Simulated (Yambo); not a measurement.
**Bethe-Salpeter results for RbHgF₃**

```xyz
5
Lattice="4.5492 0.0000 0.0000 0.0000 4.5492 0.0000 0.0000 0.0000 4.5492" Properties=species:S:1:pos:R:3 pbc="T T T"
F      2.2746     0.0000     2.2746
F      0.0000     2.2746     2.2746
F      2.2746     2.2746     0.0000
Rb     0.0000     0.0000     0.0000
Hg     2.2746     2.2746     2.2746
```

The geometry is that of Materials Project entry mp-7482, symmetrised and not relaxed again.

BSE in Yambo on PBEsol (Quantum ESPRESSO, PseudoDojo norm-conserving, 84 Ry, with spin-orbit coupling) bands: 4×4×4 mesh, 28 valence and 4 conduction bands, static screening with 120 bands and a 3 Ry block, scissor 2.40 eV, Tamm-Dancoff; field along x.

```csv
state,energy (eV),states within 2 meV,relative strength,class,main transitions
1,4.02,3,< 0.01,dark,several band pairs
2,4.06,3,< 0.01,dark,several band pairs
3,4.53,5,< 0.01,dark,several band pairs
4,4.54,3,0.76,strong,several band pairs
5,4.59,1,< 0.01,dark,several band pairs
6,4.59,4,< 0.01,dark,several band pairs
7,4.60,3,1.00,strong,several band pairs
8,4.62,5,0.01,weak,several band pairs
```

These are vertical excitations (zero momentum); the indirect quasiparticle gap, about 2.22 eV, is smaller than the direct one (5.26 eV on the GW mesh). The direct quasiparticle gap on this mesh is 5.26 eV; counted from there, state 1 is bound by 1.23 eV. Convergence with the mesh was not shown.

Strengths are relative to the strongest of the lowest states of this run; strong means a line over 3 % of the spectrum's maximum, dark under 0.03 %. Absolute energies carry the error of the G0W0 scissor, whose convergence isn't established.

The cell is held in this high symmetry; tilts and polar distortions were not searched.
